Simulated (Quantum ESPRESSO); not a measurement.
Quadrupole interaction in HfO$_{2}$ (changed cell)

```yaml
crystal:
  lattice:
    - [3.59360, 0.00000, 0.00000]
    - [0.00000, 3.59360, 0.00000]
    - [0.00000, 0.00000, 5.06842]
  atoms:
    - { symbol: Hf, position: [0.50000, 0.50000, 0.50000] }
    - { symbol: Hf, position: [0.00000, 0.00000, 0.00000] }
    - { symbol: O, position: [0.00000, 0.50000, 0.70224] }
    - { symbol: O, position: [0.00000, 0.50000, 0.20224] }
    - { symbol: O, position: [0.50000, 0.00000, 0.79776] }
    - { symbol: O, position: [0.50000, 0.00000, 0.29776] }
```
The cell was made here from a computed Materials Project entry: strained by -2 % along the unique axis and by +1 % across it, atoms relaxed (PBE without dispersion, pw.x of a modified build of Quantum ESPRESSO, symmetry kept). The parent is HfO2 in P4₂/nmc. Stability against distortions was not tested. The run has no spin polarisation.

Computed: field gradients by a PBE PAW density (pw.x of Quantum ESPRESSO, JTH datasets) with the all-electron reconstruction of Petrilli and co-workers, 22.5 Ha, k-mesh 6×6×5 through Γ.

```
site                  site symmetry  Vzz (a.u.)   η_Q   ∣C_Q∣ (MHz)
--------------------  -------------  ----------  ----  ------------
Hf (atoms 1, 2)                -4m2       1.345  0.00  1060 (¹⁷⁷Hf)
O (atoms 3, 4, 5, 6)            2mm       0.140  0.62    0.84 (¹⁷O)
```

Quadrupole moments taken as inputs (sizes, barn, from the tables of PySCF and pymatgen): ¹⁷⁷Hf 3.37, ¹⁷O 0.0256.

Convention: |Vzz| is the largest principal value, η_Q = (Vxx − Vyy)/Vzz, |C_Q| = |eQVzz/h|. Cores are frozen. Against all-electron runs on small test molecules, this scheme's |Vzz| missed by −2 to +6 % on O. Hf had no test against all-electron runs. Spin–orbit coupling is left out, a limit on Hf. Static lattice: thermal averaging is not included.
